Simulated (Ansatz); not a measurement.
A trial cell of AlW₃, before relaxation:

```xyz
4
Lattice="0.0000 3.4189 3.4189 3.4189 0.0000 3.4189 3.4189 3.4189 0.0000" Properties=species:S:1:pos:R:3 pbc="T T T"
Al    0.0000    0.0000    0.0000
W     1.7095    1.7095    1.7095
W     5.1284    5.1284    5.1284
W     3.4189    3.4189    3.4189
```

The calculation used Ansatz, DFT PBE, scalar-relativistic, plane waves, PAW. Cutoff 420 eV, Gaussian smearing, Γ-centred meshes. Cell and atoms relax first on a coarse mesh and then on a finer one. In between, the cell is made exact in the group found at 0.06 Å. In metals the finer mesh still leaves noise of several meV/atom or more. The steps can't lower the symmetry of their start. No spin polarisation.

A guess keeps its type if space group and coordination stay and the shape of the cell changes little (axis ratios within about 15 %, angles within 6°); the volume may change.

**Question.** Does it keep its structure type, or change into something else?

**Answer.** It keeps its type: symmetry leaves only the cell edge free. The symmetry stays Fm-3m (No. 225). The end has the BiF3 (D0_3) type. The volume per atom shrinks by 21.1 %, from 20.0 to 15.8 Å³. The shortest distance goes from 2.96 Å (Al–W and W–W) to 2.74 Å (Al–W and W–W). Counting neighbours within 15 % of an atom's shortest distance, the start has Al 8, W 8 and the end Al 8, W 8.

The zero of energy is the elements' standard structures at the same level; no fitted shifts are applied.

**Question.** At what energy does it end?

**Answer.** +0.15 eV/atom. It can't be a ground state, since the elements alone are lower.

The last run used a 12×12×12 mesh for its 4-atom cell and Gaussian smearing of 0.10 eV. Spin–orbit coupling, which can matter for W, is left out. A structure relaxed within its symmetry needn't be a true minimum. Another cell of AlW3 relaxed alike, in P4/mmm, lies 14 meV/atom lower, so this cell isn't the stable form at this level.
